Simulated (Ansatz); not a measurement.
**NbP: computed property card**

NbP:
```cif
data_Nb2P2
_chemical_formula_sum 'Nb2 P2'
_space_group_name_H-M_alt 'P 1'
_space_group_IT_number 1
_cell_length_a 6.08122
_cell_length_b 6.08122
_cell_length_c 6.08122
_cell_angle_alpha 148.479
_cell_angle_beta 148.479
_cell_angle_gamma 45.179
loop_
_space_group_symop_operation_xyz
  'x, y, z'
loop_
_atom_site_label
_atom_site_type_symbol
_atom_site_fract_x
_atom_site_fract_y
_atom_site_fract_z
_atom_site_occupancy
Nb1 Nb 0.00021 0.00021 0.00000 1
Nb2 Nb 0.75021 0.25021 0.50000 1
P1 P 0.58242 0.58242 0.00000 1
P2 P 0.33242 0.83242 0.50000 1
```

Space group I4_1md (No. 109); conventional cell a = b = 3.304 Å, c = 11.229 Å, α = β = γ = 90.00°.

Method: LDA (plane waves, PAW; program Ansatz). Structure relaxed to zero pressure with the same functional. Other levels are named where they apply.

### Cell and energy

Volume per atom: 15.32 Å³
Density: 6.71 g/cm³
Formation energy from the elements (no fitted shifts): -1119 meV/atom

### Electronic structure

- Electronic character: no gap, with almost no states at the Fermi level (zero-gap or semimetallic)
- Density of states at the Fermi level: 0.02 states/eV per atom (mean over ±0.08 eV)

### Mechanics

* **Bulk modulus (Birch–Murnaghan fit)**: 208 GPa
* **Pressure derivative B′**: 4.1

### Phonons

- Highest zone-centre frequency: 11.83 THz
- Zone-centre stability: no imaginary mode at Γ

The cell was relaxed with LDA under the symmetry of its start. No spin polarisation was allowed. A small band overlap can be real or an error of a semilocal functional. As this level gives no gap, phonon frequencies hold no LO–TO term and depend on the k-mesh and smearing (Fermi–Dirac, 0.1 eV here). The references are the lowest solids computed at this level, not always the standard phases. Spin–orbit coupling is left out wherever it is not named.

Potentials: the earlier of the program's two PAW sets.
